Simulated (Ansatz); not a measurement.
Theory: Ansatz, DFT PBE, scalar-relativistic, plane waves, PAW, and for the lanthanide a 4f-in-core norm-conserving potential. The screen uses 660 eV, coarse Γ-centred meshes (up to 0.6 Å⁻¹ on the start cell), Gaussian smearing of 0.2 eV, tolerances of 0.08 eV/Å and 0.8 GPa and 16 steps at most, with the symmetry of each start kept. No spin polarisation. Energies are free energies per atom, good to about 0.1 eV/atom between metallic cells, end volumes are rough, and groups of ends are read at 0.1 Å.

Two unrelaxed guesses for NdHf:

A.

```cif
data_structure
_symmetry_space_group_name_H-M 'P4/mmm'
_symmetry_Int_Tables_number 123
_cell_length_a 3.7147
_cell_length_b 3.7147
_cell_length_c 3.5925
_cell_angle_alpha 90.000
_cell_angle_beta 90.000
_cell_angle_gamma 90.000
_cell_volume 49.57
loop_
_atom_site_label
_atom_site_type_symbol
_atom_site_symmetry_multiplicity
_atom_site_Wyckoff_symbol
_atom_site_fract_x
_atom_site_fract_y
_atom_site_fract_z
_atom_site_occupancy
Nd1 Nd 1 a 0.00000 0.00000 0.00000 1
Hf1 Hf 1 d 0.50000 0.50000 0.50000 1
```

B.

```cif
data_structure
_symmetry_space_group_name_H-M 'P4/mmm'
_symmetry_Int_Tables_number 123
_cell_length_a 4.8528
_cell_length_b 4.8528
_cell_length_c 6.0630
_cell_angle_alpha 90.000
_cell_angle_beta 90.000
_cell_angle_gamma 90.000
_cell_volume 142.78
loop_
_atom_site_label
_atom_site_type_symbol
_atom_site_symmetry_multiplicity
_atom_site_Wyckoff_symbol
_atom_site_fract_x
_atom_site_fract_y
_atom_site_fract_z
_atom_site_occupancy
Nd1 Nd 1 b 0.00000 0.00000 0.50000 1
Nd2 Nd 2 f 0.00000 0.50000 0.00000 1
Hf1 Hf 1 d 0.50000 0.50000 0.50000 1
Hf2 Hf 1 c 0.50000 0.50000 0.00000 1
Hf3 Hf 1 a 0.00000 0.00000 0.00000 1
```

**Question.** Does the order of the two change on relaxation?

**Answer.** As given, A is lower by 1.95 eV/atom. Relaxed, A is lower by 0.67 eV/atom, so the order holds. A goes from P4/mmm at 24.8 Å³/atom to P4/mmm at 27.3 Å³/atom and gains 0.04 eV/atom. B goes from P4/mmm at 23.8 Å³/atom to P4/mmm at 33.4 Å³/atom and gains 1.32 eV/atom. The closest pair in A goes from Nd–Hf at 3.18 Å to Nd–Hf at 3.28 Å. The closest pair in B goes from Nd–Hf at 2.43 Å to Nd–Hf and Hf–Hf at 2.79 Å. At the end: counting all near atoms (those within 1.25 times the shortest distance at each site; a plus sign parts nearer from farther groups; a slash parts the counts of unlike sites), A has Nd 8+6, Hf 8+6 and B has Nd 2/4, Hf 2/6. The lowest end among all the guesses of this search lies 0.21 eV/atom under the better of the two.

These runs have no spin–orbit coupling, which can matter for Hf.

The lanthanide is trivalent by construction, without f bands, f moments or other valences.
